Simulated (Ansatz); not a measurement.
**Cu₂Ni: computed properties**

The calculation used DFT PBE, scalar-relativistic, plane waves, PAW in Ansatz 0.2.0.

Settings: cutoff 420 eV, Γ-centred mesh 12×12×10 on the computed 6-atom cell, Gaussian smearing of 0.10 eV; no spin polarisation.

The structure is relaxed at this level of theory with its symmetry kept, and needn't be the ground state of this composition.

Space group P-62m (No. 189), hexagonal, a = 4.378 Å, c = 4.172 Å. Cu on a site of symmetry -62m has 6 Ni at 2.53 Å and 6 Cu at 2.56 Å; around Cu on a site of symmetry m2m lie 8 Cu at 2.51–2.56 Å and 4 Ni at 2.54 Å; Ni is surrounded by 3 Ni at 2.53 Å and 9 Cu at 2.53–2.54 Å.

```json
{
  "Volume per atom": "77.9 bohr³",
  "Formation energy from the elements' standard states (uncorrected)": "+0.024 eV/atom",
  "Kohn–Sham band gap": "none (metal)",
  "Density of states at the Fermi level": "3.8 states/eV per cell",
  "Orbital (Löwdin) character within 0.5 eV of the Fermi level": "Ni 3d 72 %, Cu 3d 14 %, unprojected 4 %",
  "Bader charge by site (e)": "Cu (1 in the cell) 0.01, Cu (3 in the cell) 0.03, Ni (2 in the cell) -0.05"
}
```

A magnetic start lost its moments in a first run, so spin was left out; other magnetic orders weren't tried.

The cell was found from a structure generator's guess, not taken from experiment. Löwdin shares on free-atom orbitals overweight diffuse shells.
